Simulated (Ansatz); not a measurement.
Ru (diamond, Fd-3m) under volume change, DFT-PBE in the program Ansatz with PAW potentials, scaled uniformly.

| V (Å³/atom) | E − E(relaxed) (meV/atom) | P (GPa) |
|---|---|---|
| 18.459 | 100.2 | 19.23 |
| 19.067 | 41.8 | 11.69 |
| 19.676 | 9.8 | 5.34 |
| 20.284 | 0.0 | -0.01 |
| 20.893 | 8.8 | -4.51 |
| 21.501 | 33.4 | -8.29 |
| 22.110 | 71.1 | -11.47 |

**Question.** What does a third-order Birch–Murnaghan fit give for V₀, B₀ and B′?

**Answer.** V₀ = 20.28 Å³/atom, B₀ = 163 GPa, B′ = 4.7.

The start of the workflow was typed in or built on a structure type; neither database checked (COD, Materials Project) lists it. It is not the phase usual at ambient conditions (space group No. 194). The cell was relaxed with PBE under the symmetry of its start; whether a distortion lowers the energy is not shown. The workflow began spin-polarised and lost its moments.

Potentials: the later of the program's two PAW sets.
